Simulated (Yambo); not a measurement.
Yambo run on SrClF (space group P4/nmm, No. 129). The wavefunctions are PBEsol (pw.x of Quantum ESPRESSO, ONCV potentials, no spin-orbit coupling) ones on a 4×4×2 mesh (24 occupied bands); a = 4.130 Å, b = 4.130 Å, c = 6.977 Å, α = 90.00°, β = 90.00°, γ = 90.00°.

Yambo input:

```
rim_cut
gw0
dyson
el_el_corr
HF_and_locXC
ppa
em1d
RandQpts= 1000000
RandGvec= 1 Ry
EXXRLvcs= 84 Ry
VXCRLvcs= 336 Ry
Chimod= "HARTREE"
% BndsRnXp
 1 | 104 |
%
NGsBlkXp= 6 Ry
% LongDrXp
 1.0 | 1.0 | 1.0 |
%
PPAPntXp= 27.2114 eV
% GbndRnge
 1 | 104 |
%
GTermKind= "BG"
DysSolver= "n"
ExtendOut
% QPkrange
 1 | 1 | 24 | 25 |
%
```

k points by index: 1 = Γ.

The o-*.qp file then holds:

```
#    K-point    Band    Eo [eV]    E [eV]    E-Eo [eV]    Vxc [eV]    Vnlxc [eV]    Sc|Eo [eV]    Sc|E [eV]    dSc/dw|Eo [eV]    Re(Z)    Im(Z)
#
    1    24    0.000000    -1.711868    -1.711868    -14.73441    -19.25519    2.449724    2.808916    -5.709313    0.826572    -0.001031
    1    25    5.779939    7.082603    1.302665    -9.372846    -4.675245    -3.202377    -3.394937    -4.022115    0.871224    -0.828721E-3
```
(The two width columns are left out.) Convergence of these settings isn't established.

Geometry of the Materials Project entry, not relaxed at this level.
